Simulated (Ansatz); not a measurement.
La2B4Rh5 in space group Fmmm (No. 69; Pearson symbol oF44), LDA in the plane-wave PAW code Ansatz, all energies at zero smearing, with the estimated change up to a 700 eV cutoff added, with one set of potentials and settings (totals compare only within such a set). Cell of 11 atoms (5 Rh, 4 B, 2 La): -44152.462 eV.

```tsv
element	reference phase	E (eV/atom)
Rh	Fm-3m, 1 atoms in the cell	-6278.6507
B	R-3m, 12 atoms in the cell	-149.7758
La	P6_3/mmc, 4 atoms in the cell	-6076.1507
```

Formation energy per atom, worked out: (-44152.462 − 5×(-6278.6507) − 4×(-149.7758) − 2×(-6076.1507))/11 = -0.709 eV/atom (-68 kJ per mol of atoms), at 0 K, without zero-point energy or fitted corrections.

The workflow started from an entry of the Crystallography Open Database (COD). Its standing as an ambient phase is unchecked. The LDA relaxation kept the symmetry of its start; its stability against distortions is not shown here. No spin polarisation was allowed. The references are the lowest solids computed at this level, not always the standard phases. Spin–orbit coupling is left out wherever it is not named.

Potentials: the later of the program's two PAW sets.
